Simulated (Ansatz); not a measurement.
Values for one crystal, relaxed and computed with DFT-PBE in the program Ansatz with PAW potentials; other levels are named.

| Item | Value |
|---|---|
| Volume per atom | 13.45 Å³ |
| Electronic character | metallic (no gap) |
| Mechanical stability | stable (all eigenvalues of C positive) |
| Debye temperature from the elastic constants | 335 K |
| Elastic constants (relaxed ions, GPa) | C11 = 267, C12 = 140, C44 = 23.1 |
| Pressure derivative B′ | 3.8 |
| Hill bulk and shear moduli | 183 and 35.1 GPa |

### Question
Which of these materials gives this?
A. Cu, fcc (Cu type)
B. Mg, hcp (Mg type)
C. V, bcc (W type)
D. K, bcc (W type)

### Answer
C, V, bcc (W type)

Space group Im-3m (bcc (W type)). Symmetry was held in the PBE relaxation. The workflow began spin-polarised and lost its moments. As this level gives no gap, shear constants depend on the k-mesh and smearing (Fermi–Dirac, 0.1 eV here). On the denser mesh and wider smearing of the elastic run this cell carries a stress of 0.4 GPa.

Potentials: the earlier of the program's two PAW sets.
